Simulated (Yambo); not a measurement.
Absorption of K₂MgH₄ (space group I4/mmm, No. 139) with and without the electron-hole interaction (Yambo, PBEsol bands; 6×6×6 mesh, 4 valence and 10 conduction bands, static screening with 56 bands and a 3 Ry block, scissor 2.32 eV, Tamm-Dancoff; field along x). Axes are Cartesian, with cell vectors (Å) (-2.00, 2.00, 6.78), (2.00, -2.00, 6.78), (2.00, 2.00, -6.78).

```json
[
 {"E (eV)": "4.35", "Im ε, BSE": "0.30", "Im ε, independent quasiparticles": "0.07"},
 {"E (eV)": "4.45", "Im ε, BSE": "0.34", "Im ε, independent quasiparticles": "0.07"},
 {"E (eV)": "4.55", "Im ε, BSE": "0.40", "Im ε, independent quasiparticles": "0.08"},
 {"E (eV)": "4.65", "Im ε, BSE": "0.47", "Im ε, independent quasiparticles": "0.08"},
 {"E (eV)": "4.75", "Im ε, BSE": "0.56", "Im ε, independent quasiparticles": "0.09"},
 {"E (eV)": "4.85", "Im ε, BSE": "0.69", "Im ε, independent quasiparticles": "0.09"},
 {"E (eV)": "4.95", "Im ε, BSE": "0.87", "Im ε, independent quasiparticles": "0.10"},
 {"E (eV)": "5.05", "Im ε, BSE": "1.14", "Im ε, independent quasiparticles": "0.11"},
 {"E (eV)": "5.15", "Im ε, BSE": "1.58", "Im ε, independent quasiparticles": "0.12"},
 {"E (eV)": "5.25", "Im ε, BSE": "2.33", "Im ε, independent quasiparticles": "0.13"},
 {"E (eV)": "5.35", "Im ε, BSE": "3.78", "Im ε, independent quasiparticles": "0.15"},
 {"E (eV)": "5.45", "Im ε, BSE": "6.78", "Im ε, independent quasiparticles": "0.16"},
 {"E (eV)": "5.55", "Im ε, BSE": "11.1", "Im ε, independent quasiparticles": "0.18"},
 {"E (eV)": "5.65", "Im ε, BSE": "10.6", "Im ε, independent quasiparticles": "0.21"},
 {"E (eV)": "5.75", "Im ε, BSE": "8.84", "Im ε, independent quasiparticles": "0.24"},
 {"E (eV)": "5.85", "Im ε, BSE": "9.72", "Im ε, independent quasiparticles": "0.28"},
 {"E (eV)": "5.95", "Im ε, BSE": "10.6", "Im ε, independent quasiparticles": "0.35"},
 {"E (eV)": "6.05", "Im ε, BSE": "11.4", "Im ε, independent quasiparticles": "0.44"},
 {"E (eV)": "6.15", "Im ε, BSE": "8.51", "Im ε, independent quasiparticles": "0.58"},
 {"E (eV)": "6.25", "Im ε, BSE": "5.80", "Im ε, independent quasiparticles": "0.84"},
 {"E (eV)": "6.35", "Im ε, BSE": "5.16", "Im ε, independent quasiparticles": "1.32"},
 {"E (eV)": "6.45", "Im ε, BSE": "5.30", "Im ε, independent quasiparticles": "1.87"},
 {"E (eV)": "6.55", "Im ε, BSE": "4.70", "Im ε, independent quasiparticles": "2.27"},
 {"E (eV)": "6.65", "Im ε, BSE": "3.94", "Im ε, independent quasiparticles": "2.60"},
 {"E (eV)": "6.75", "Im ε, BSE": "3.60", "Im ε, independent quasiparticles": "2.70"},
 {"E (eV)": "6.85", "Im ε, BSE": "3.54", "Im ε, independent quasiparticles": "2.99"},
 {"E (eV)": "6.95", "Im ε, BSE": "3.71", "Im ε, independent quasiparticles": "3.43"},
 {"E (eV)": "7.05", "Im ε, BSE": "4.56", "Im ε, independent quasiparticles": "3.95"},
 {"E (eV)": "7.15", "Im ε, BSE": "5.15", "Im ε, independent quasiparticles": "4.45"},
 {"E (eV)": "7.25", "Im ε, BSE": "4.11", "Im ε, independent quasiparticles": "5.13"},
 {"E (eV)": "7.35", "Im ε, BSE": "3.33", "Im ε, independent quasiparticles": "5.44"},
 {"E (eV)": "7.45", "Im ε, BSE": "2.98", "Im ε, independent quasiparticles": "4.74"},
 {"E (eV)": "7.55", "Im ε, BSE": "2.67", "Im ε, independent quasiparticles": "3.97"},
 {"E (eV)": "7.65", "Im ε, BSE": "2.02", "Im ε, independent quasiparticles": "3.73"},
 {"E (eV)": "7.75", "Im ε, BSE": "1.69", "Im ε, independent quasiparticles": "3.91"},
 {"E (eV)": "7.85", "Im ε, BSE": "1.51", "Im ε, independent quasiparticles": "4.27"},
 {"E (eV)": "7.95", "Im ε, BSE": "1.55", "Im ε, independent quasiparticles": "4.72"},
 {"E (eV)": "8.05", "Im ε, BSE": "1.54", "Im ε, independent quasiparticles": "4.99"},
 {"E (eV)": "8.15", "Im ε, BSE": "1.75", "Im ε, independent quasiparticles": "4.91"},
 {"E (eV)": "8.25", "Im ε, BSE": "1.71", "Im ε, independent quasiparticles": "5.25"},
 {"E (eV)": "8.35", "Im ε, BSE": "1.46", "Im ε, independent quasiparticles": "6.18"},
 {"E (eV)": "8.45", "Im ε, BSE": "1.31", "Im ε, independent quasiparticles": "6.51"},
 {"E (eV)": "8.55", "Im ε, BSE": "1.20", "Im ε, independent quasiparticles": "5.87"},
 {"E (eV)": "8.65", "Im ε, BSE": "1.25", "Im ε, independent quasiparticles": "5.28"},
 {"E (eV)": "8.75", "Im ε, BSE": "1.24", "Im ε, independent quasiparticles": "5.01"},
 {"E (eV)": "8.85", "Im ε, BSE": "1.28", "Im ε, independent quasiparticles": "4.89"},
 {"E (eV)": "8.95", "Im ε, BSE": "1.14", "Im ε, independent quasiparticles": "4.39"},
 {"E (eV)": "9.05", "Im ε, BSE": "1.12", "Im ε, independent quasiparticles": "3.82"},
 {"E (eV)": "9.15", "Im ε, BSE": "0.98", "Im ε, independent quasiparticles": "3.30"},
 {"E (eV)": "9.25", "Im ε, BSE": "0.93", "Im ε, independent quasiparticles": "2.87"},
 {"E (eV)": "9.35", "Im ε, BSE": "0.93", "Im ε, independent quasiparticles": "2.78"},
 {"E (eV)": "9.45", "Im ε, BSE": "0.80", "Im ε, independent quasiparticles": "2.88"},
 {"E (eV)": "9.55", "Im ε, BSE": "0.78", "Im ε, independent quasiparticles": "3.11"},
 {"E (eV)": "9.65", "Im ε, BSE": "0.69", "Im ε, independent quasiparticles": "3.29"},
 {"E (eV)": "9.75", "Im ε, BSE": "0.67", "Im ε, independent quasiparticles": "3.27"},
 {"E (eV)": "9.85", "Im ε, BSE": "0.67", "Im ε, independent quasiparticles": "3.23"},
 {"E (eV)": "9.95", "Im ε, BSE": "0.60", "Im ε, independent quasiparticles": "3.08"},
 {"E (eV)": "10.05", "Im ε, BSE": "0.59", "Im ε, independent quasiparticles": "2.76"},
 {"E (eV)": "10.15", "Im ε, BSE": "0.53", "Im ε, independent quasiparticles": "2.57"},
 {"E (eV)": "10.25", "Im ε, BSE": "0.56", "Im ε, independent quasiparticles": "2.46"},
 {"E (eV)": "10.35", "Im ε, BSE": "0.53", "Im ε, independent quasiparticles": "2.34"},
 {"E (eV)": "10.45", "Im ε, BSE": "0.49", "Im ε, independent quasiparticles": "2.01"},
 {"E (eV)": "10.55", "Im ε, BSE": "0.53", "Im ε, independent quasiparticles": "1.65"},
 {"E (eV)": "10.65", "Im ε, BSE": "0.52", "Im ε, independent quasiparticles": "1.54"},
 {"E (eV)": "10.75", "Im ε, BSE": "0.58", "Im ε, independent quasiparticles": "1.49"},
 {"E (eV)": "10.85", "Im ε, BSE": "0.61", "Im ε, independent quasiparticles": "1.37"},
 {"E (eV)": "10.95", "Im ε, BSE": "0.56", "Im ε, independent quasiparticles": "1.16"},
 {"E (eV)": "11.05", "Im ε, BSE": "0.55", "Im ε, independent quasiparticles": "1.00"},
 {"E (eV)": "11.15", "Im ε, BSE": "0.47", "Im ε, independent quasiparticles": "0.99"},
 {"E (eV)": "11.25", "Im ε, BSE": "0.49", "Im ε, independent quasiparticles": "1.09"}
]
```

The scissor comes from a G0W0 run whose convergence isn't established. Broadening 0.15 eV. The band window holds all transitions up to 11.5 eV. Fine structure above the onset can come from the mesh.

Geometry of the Materials Project entry, not relaxed at this level; primitive cell a = b = c = 7.3455 Å, α = β = 148.33°, γ = 45.40°.
